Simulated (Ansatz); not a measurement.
Cl:
```
CELL_PARAMETERS angstrom
      3.09377    -1.85671     0.00000
      3.09377     1.85671     0.00000
      0.00000     0.00000     7.79390
ATOMIC_POSITIONS crystal
  Cl 0.86242 0.13758 0.61348
  Cl 0.13758 0.86242 0.38652
  Cl 0.63758 0.36242 0.11348
  Cl 0.36242 0.63758 0.88652
```

Relaxed with LDA. Special points in fractions of this cell's reciprocal vectors: Γ (0.000, 0.000, 0.000); Y (0.500, 0.500, 0.000); F0 (0.340, 0.660, 0.000); Δ0 (-0.340, 0.340, 0.000); Z (0.000, 0.000, 0.500); B0 (-0.340, 0.340, 0.500); G0 (0.340, 0.660, 0.500); T (0.500, 0.500, 0.500); S (0.000, 0.500, 0.000); R (0.000, 0.500, 0.500).

**Question.** List the band energies nearest the valence-band maximum at these points for LDA (plane waves, PAW; program Ansatz).

**Answer.** In eV from the valence-band maximum; about four levels below and three above (degenerate sets whole), none deeper than 8.9 eV; points with the same levels are listed once.

```tsv
k	below	above
Γ	-1.46 -0.73 -0.37 0.00	1.87 2.93 6.66
Y	-2.42 -1.70 -0.84 -0.41	1.86 2.68 7.17
F0	-1.90 -1.34 -0.96 -0.41	2.48 2.71 8.44
Z	-1.35 -1.35 -0.17 -0.17	2.27 2.27 7.04 7.04
B0	-1.07 -1.07 -0.62 -0.62	2.37 2.37 9.08 9.08
T	-1.51 -1.51 -1.32 -1.32	2.14 2.14 8.34 8.34
S	-1.60 -1.60 -0.69 -0.69	2.91 2.91 7.18 7.18
R	-1.02 -1.02 -0.15 -0.15	2.23 2.23 7.62 7.62
```

Space group Cmce (molecular I2 type). The LDA relaxation kept the symmetry of its start. The substance is a gas or liquid at ambient conditions; this is its low-temperature solid. The volume lies over 15 % below that of the usual cell of this phase: another minimum, or an error of the functional. A crystal of weakly bound molecules computed without a dispersion correction: the cell and the soft elastic constants depend strongly on that.

Potentials: the later of the program's two PAW sets.
